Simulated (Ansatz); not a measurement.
BaF₂ (fluorite, space group No. 225), r²SCAN (plane waves, PAW; program Ansatz). The conduction-band minimum lies at Γ, with 1 equivalent valley. Second derivatives d²E/dk² of the lowest band at one valley (eV·Å²), along Cartesian directions:

| direction | d²E/dk² |
|---|---|
| [100] | 15.16 |
| [010] | 15.16 |
| [001] | 15.16 |
| [110] | 15.16 |
| [101] | 15.16 |
| [011] | 15.16 |

Find the principal effective masses, the density-of-states mass and the conductivity mass.

Off-diagonal terms follow from H_xy = H[110] − (H_xx + H_yy)/2, and m*/mₑ = 7.620 eV·Å² over each eigenvalue: 0.50, 0.50, 0.50. One valley's DOS mass (m₁m₂m₃)^(1/3) = 0.50, conductivity mass 3/(Σ 1/mᵢ) = 0.50 mₑ.

What effective density of states Nc follows at 300 K for parabolic valleys?

Nc = 2.509e19 × 1 × (0.50)^(3/2) ≈ 8.9e18 cm⁻³.

Space group Fm-3m (fluorite). The cell was relaxed with r²SCAN under the symmetry of its start. Scalar-relativistic: spin–orbit coupling is off unless named, which matters more the heavier the elements.

Potentials: the later of the program's two PAW sets.

Edges and masses are those of Kohn–Sham bands, whose gap is no quasiparticle gap.
